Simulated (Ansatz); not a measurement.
Space group Pm-3m (No. 221). a = 4.187 Å, b = 4.187 Å, c = 4.187 Å, α = 90.00°, β = 90.00°, γ = 90.00°
```
atom site symmetry x y z
   K    1b m-3m  0.5000  0.5000  0.5000
  Mn    1a m-3m  0.0000  0.0000  0.0000
   F    3d    4/mm.m  0.5000  0.0000  0.0000
```

Equation of state of this KMnF$_{3}$ structure (not necessarily the ground state), with shape and atoms relaxed at each volume where symmetry leaves them free. These are results of DFT r2SCAN, scalar-relativistic, plane waves, PAW (Ansatz 0.2.0), not measurements.

Settings: cutoff 500 eV, Γ-centred mesh 6×6×6 on the computed 5-atom cell, Gaussian smearing of 0.02 eV; collinear spin.

```
V (Å³/atom) E − E(largest V) (meV/atom) P (GPa) gap on mesh (eV)
     13.804                         2.17     5.10              1.91
     14.245                        -7.90     2.31              1.96
     14.685                       -10.92    -0.05              2.02
     15.126                        -7.97    -2.04              2.08
     15.566                         0.00    -3.72              2.13
```

Q: Fit a third-order Birch–Murnaghan equation to E(V).

A: V0 = 14.68 Å³/atom, B0 = 72 GPa, B0' = 4.7.

The state reached may not be the lowest one. The cell holds one magnetic atom, so it can only be ferromagnetic; an antiferromagnetic order may lie lower.

Symmetry holds off the tilts and polar distortions that many cubic perovskites undergo.